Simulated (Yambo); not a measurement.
G0W0@LDA for Ba2SrWO6 (space group R-3, No. 148) in Yambo. Reference settings: 2×2×2 Γ-centred k mesh, bands 2 to 317 and a 8 Ry block in the screening, 317 bands in G with the Bruneval-Gonze terminator, plasmon pole fitted at 27.2 eV. The LDA gap F → F on this mesh is 2.79 eV; G0W0 gaps are taken between the same points.

Gap (F → F) in eV against the number of bands and the screening block, terminator on:

```tsv
bands (W and G)	2 Ry	3 Ry	5 Ry	6 Ry	8 Ry
81	5.261	5.031	4.933	4.891	4.867
123	5.000	4.788	4.716	4.696	4.686
178	4.906	4.687	4.617	4.604	4.599
246	4.873	4.642	4.573	4.563	4.564
317	4.860	4.621	4.549	4.538	4.540
```

Rough cost of the Yambo step against the reference (shared machines):

```
bands (W and G)  2 Ry  3 Ry  5 Ry  6 Ry  8 Ry
---------------  ----  ----  ----  ----  ----
81                1/5   1/4   1/4   1/3   1/3
123               1/3   1/3   1/2   1/2    ~1
178                ~1    ~1    ~1    ~1    ~1
246                ~1    ~1    ~1    ~1    ~1
317                ~1    ~1    ~1    ~1     1
```

At the largest block the last step in bands moves the gap by -0.024 eV; at the most bands the last step in the block moves it by 0.002 eV.

Without spin-orbit coupling, band edges of such heavy elements can be off by tenths of an eV.

Geometry of the Materials Project entry, not relaxed at this level; primitive cell a = 6.129 Å, b = 6.129 Å, c = 6.129 Å, α = 60.96°, β = 60.96°, γ = 60.96°.

The structure is a Materials Project entry; no match was found in the copy of COD used, and its stability was not checked.
